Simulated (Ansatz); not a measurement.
BaHfO3:
```xyz
5
Lattice="4.2066 0.0000 0.0000 0.0000 4.2066 0.0000 0.0000 0.0000 4.2066" Properties=species:S:1:pos:R:3 pbc="T T T"
Ba     0.0000     0.0000     0.0000
Hf     2.1033     2.1033     2.1033
O      0.0000     2.1033     2.1033
O      2.1033     2.1033     0.0000
O      2.1033     0.0000     2.1033
```

Relaxed with PBE. Special points in fractions of this cell's reciprocal vectors: Γ (0.000, 0.000, 0.000); X (0.000, 0.500, 0.000); M (0.500, 0.500, 0.000); R (0.500, 0.500, 0.500).

Problem. List the band energies nearest the valence-band maximum at these points for DFT-PBE with spin–orbit coupling in the program Ansatz with PAW potentials.

Solution. In eV from the valence-band maximum; about four levels below and three above (degenerate sets whole), none deeper than 8.9 eV; points with the same levels are listed once.

```tsv
k	below	above
Γ	-0.07 -0.07 -0.07 -0.07	3.54 3.54 3.54 3.54
X	-0.54 -0.54 -0.34 -0.34	4.06 4.06 6.13 6.13
M	-0.81 -0.81 -0.05 -0.05	6.07 6.07 6.24 6.24
R	0.00 0.00 0.00 0.00	6.00 6.00 6.04 6.04 6.04 6.04
```

Space group Pm-3m (cubic perovskite). The PBE relaxation kept the symmetry of its start. No spin polarisation was allowed.

Potentials: the earlier of the program's two PAW sets.
